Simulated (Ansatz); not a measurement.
Given:

SnPd$_{3}$:
Space group Pm-3m (No. 221); a = b = c = 3.9738 Å, α = β = γ = 90.00°

```tsv
atom	site	symmetry	x	y	z
Pd	3c	4/mm.m	0.0000	0.5000	0.5000
Sn	1a	m-3m	0.0000	0.0000	0.0000
```

This is the PBEsol-relaxed structure.

### Question
All from DFT-PBEsol in the program Ansatz with PAW potentials, unless another level is named. Predict the density of states at the Fermi level.

### Answer
0.16 states/eV per atom (mean over ±0.08 eV).

### Question
What about the formation energy from the elements (no fitted shifts)?

### Answer
-0.54 eV/atom.

The workflow started from an entry of the Crystallography Open Database (COD), which files this formula under 2 space groups. Whether it is the stable phase at ambient conditions was not checked. The cell was relaxed with PBEsol under the symmetry of its start; whether a distortion lowers the energy is not shown. No spin polarisation was allowed. The references are the lowest solids computed at this level, not always the standard phases. Spin–orbit coupling is left out wherever it is not named.

Potentials: the later of the program's two PAW sets.
